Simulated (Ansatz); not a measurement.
AlNi3:
Space group Fm-3m (No. 225); a = b = c = 5.5968 Å, α = β = γ = 90.00°

```tsv
atom	site	symmetry	x	y	z
Al	4b	m-3m	0.5000	0.5000	0.5000
Ni	8c	-43m	0.2500	0.2500	0.2500
Ni	4a	m-3m	0.0000	0.0000	0.0000
```
(The calculation used a cell of 4 atoms; values per cell refer to that cell.)

This is the PBEsol-relaxed structure.

**Question.** All from the program Ansatz at the PBEsol level (PAW), unless another level is named. Estimate the formation energy from the elements (no fitted shifts).

**Answer.** -0.38 eV/atom.

**Question.** What about the density of states at the Fermi level?

**Answer.** 0.62 states/eV per atom (mean over ±0.08 eV).

The first step of the workflow began from a Materials Project structure, measured or hypothetical; the Crystallography Open Database copy checked does not list it. With Al and Ni taken as one species the cell has the higher symmetry Im-3m, so it may be an ordered model of a mixed-site phase. It is not the phase usual at ambient conditions (space group No. 221). Symmetry was held in the PBEsol relaxation. At this level the phase is mechanically unstable. No spin polarisation was allowed. The references are the lowest solids computed at this level, not always the standard phases.

Potentials: the later of the program's two PAW sets.
